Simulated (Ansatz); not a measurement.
# YMn4Cu3O12: which magnetic order is lowest?

```yaml
crystal:
  lattice:
    - [-3.62690, 3.62690, 3.62690]
    - [3.62690, -3.62690, 3.62690]
    - [3.62690, 3.62690, -3.62690]
  atoms:
    - { symbol: Y, position: [0.00000, 0.00000, 0.00000] }
    - { symbol: Mn, position: [0.50000, 0.50000, 0.50000] }
    - { symbol: Mn, position: [0.00000, 0.00000, 0.50000] }
    - { symbol: Mn, position: [0.50000, 0.00000, 0.00000] }
    - { symbol: Mn, position: [0.00000, 0.50000, 0.00000] }
    - { symbol: Cu, position: [0.00000, 0.50000, 0.50000] }
    - { symbol: Cu, position: [0.50000, 0.00000, 0.50000] }
    - { symbol: Cu, position: [0.50000, 0.50000, 0.00000] }
    - { symbol: O, position: [0.17990, 0.30050, 0.48040] }
    - { symbol: O, position: [0.82010, 0.69950, 0.51960] }
    - { symbol: O, position: [0.82010, 0.30050, 0.12060] }
    - { symbol: O, position: [0.17990, 0.69950, 0.87940] }
    - { symbol: O, position: [0.48040, 0.17990, 0.30050] }
    - { symbol: O, position: [0.51960, 0.82010, 0.69950] }
    - { symbol: O, position: [0.12060, 0.82010, 0.30050] }
    - { symbol: O, position: [0.87940, 0.17990, 0.69950] }
    - { symbol: O, position: [0.30050, 0.48040, 0.17990] }
    - { symbol: O, position: [0.69950, 0.51960, 0.82010] }
    - { symbol: O, position: [0.30050, 0.12060, 0.82010] }
    - { symbol: O, position: [0.69950, 0.87940, 0.17990] }
```

Computed with plane-wave PAW DFT (Ansatz 0.2.0): r2SCAN with U_eff = 2.7 eV on Mn d (all-electron-ortho-atomic projectors), 500 eV cutoff, 5×5×5 Γ-centred mesh, fermi-dirac occupations of width 0.050 eV. The atoms are fixed and numbered as listed; spin is collinear, without spin-orbit coupling.

Different starts of the self-consistent cycle ended in different solutions. Their moments in μB:

```csv
state,Mn2,Mn3,Mn4,Mn5,Cu6,Cu7,Cu8,other atoms together,size of the net moment a cell
A,2.96,2.96,2.96,2.96,-0.66,-0.66,-0.66,-1.54,10.00
B,2.95,2.95,-2.95,-2.95,0.00,0.00,0.00,0.00,0.00
C,2.98,2.98,2.98,-2.73,-0.64,-0.64,-0.64,-1.19,4.00
D,0.00,0.00,0.00,0.00,0.00,0.00,0.00,0.00,0.00
```

Site moments are taken in small spheres that don't touch (radius about 0.4 of the atom's shortest bond), so those of the magnetic atoms read low, and they needn't add up to the net moment. State D was run without spin polarisation.

Q: What is the order in energy at zero smearing?

A: State A (antiparallel, not compensated) is lowest; C (antiparallel, not compensated) lies 12.7 meV above it, B (antiparallel, compensated) lies 66 meV above it, D (without moments) lies 513 meV above it, all counted an atom of the cell.

Q: Which states have a gap on the mesh, and what pressure does each exert on this cell?

A: A: no gap, 1.5 GPa; B: no gap, 2.1 GPa; C: no gap, 1.3 GPa; D: gap 0.49 eV, -8.2 GPa (positive in compression). Moments take up room: without them the pressure is lower, so that state wants a smaller cell.

Q: How much does the cell gain by forming moments?

A: 513 meV an atom of the cell against state D, which has none. That state isn't the paramagnet, which keeps its moments, so this is no ordering energy, and a U raises it further by its penalty on part-filled orbitals.

Of 3 runs begun from atoms with typed moments, each in a different pattern, 1 ended in state A: one start isn't enough to call a state the ground state.

The cell is that of a Crystallography Open Database entry, unchanged.

Caveats: only orders that fit this cell and collinear spins were tried, so the true order may need a larger cell or canted moments; atoms and cell are not relaxed, and each state would relax in its own way; the U is a value in common use, not computed for this crystal, and it acts on only some of the d shells; the k mesh is coarse, so differences of a few meV are uncertain where a state is a metal; one start a pattern, so a lower state of the same pattern may exist.
